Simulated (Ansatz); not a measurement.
Ru:
```
Ru
1.0
    2.69854     0.00000     0.00000
   -1.34927     2.33700     0.00000
    0.00000     0.00000     4.25732
Ru
2
Cartesian
  0.00000   1.55800   3.19299
  1.34927   0.77900   1.06433
```

Relaxed with r²SCAN+D4. Special points in fractions of this cell's reciprocal vectors: Γ (0.000, 0.000, 0.000); M (0.500, 0.000, 0.000); K (0.333, 0.333, 0.000); A (0.000, 0.000, 0.500); L (0.500, 0.000, 0.500); H (0.333, 0.333, 0.500).

Question: List the band energies nearest the Fermi level at these points for r²SCAN+D4 (plane waves, PAW; program Ansatz).

Answer: In eV from the Fermi level; about four levels below and three above (degenerate sets whole), none deeper than 8.9 eV; … stands for higher levels left out; points with the same levels are listed once.

| k | below | above |
|---|---|---|
| Γ | -2.05 -2.05 -1.53 -1.53 | 1.23 1.23 … |
| M | -3.25 -2.21 -1.92 -1.61 | 1.46 1.91 2.01 |
| K | -4.03 -3.04 -3.04 -1.15 | 1.06 1.06 1.52 |
| A | -2.96 -2.96 -2.96 -2.96 -2.86 -2.86 | … |
| L | -4.83 -4.83 -1.16 -1.16 | 0.45 0.45 1.74 1.74 |
| H | -2.91 -2.91 -1.29 -1.29 | 1.28 1.28 … |

Space group P6_3/mmc (hcp (Mg type)). Symmetry was held in the r²SCAN+D4 relaxation. No spin polarisation was allowed. The pairwise dispersion correction was not fitted to metals. Spin–orbit coupling is left out wherever it is not named.

Potentials: the later of the program's two PAW sets.
